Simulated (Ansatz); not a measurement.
The elements of this relaxed trial crystal are hidden behind letters.

```
lattice vectors (Å)
  -2.7078    2.7078    2.7078
   2.7078   -2.7078    2.7078
   2.7078    2.7078   -2.7078
fractional positions
X 0.0000 0.5000 0.5000
X 0.5000 0.0000 0.5000
X 0.5000 0.5000 0.0000
Z 0.0000 0.0000 0.0000
```

Computed with Ansatz, DFT PBE, scalar-relativistic, plane waves, PAW. Plane waves to 420 eV, a 12×12×12 mesh through Γ for the 4-atom cell and 0.10 eV Gaussian smearing; no spin polarisation.

| Property | Result |
| --- | --- |
| Space group | Im-3m (No. 229) |
| Conventional cell | a = 5.416 Å |
| Volume per atom | 19.85 Å³ |
| Density | 5.75 g/cm³ |
| Formation energy | +0.13 eV/atom |
| Gap on the 12×12×12 mesh of the 4-atom cell | 0 eV (a metal) |

Energies are uncorrected and count from the elements' standard states at the same level.

Question: X is a d-block element of period 4 and Z is a p-block element of period 4. Which elements are they?

Answer: X = Zn, Z = Se, so the formula is Zn3Se. Density times volume gives a mean mass of 5.75 × 19.85/1.6605 = 68.7 u per atom, and this set has 68.8 u. Among the elements that the hints allow, noble gases aside, only these give it. Zn is surrounded by 2 Se at 2.71 Å and 4 Zn at 2.71 Å; around Se lie 6 Zn at 2.71 Å.

Symmetry constrained the relaxation, so the result can be a saddle point. Another cell of Zn3Se relaxed alike, in P6_3/mmc, lies 86 meV/atom lower, so this cell isn't the stable form at this level.
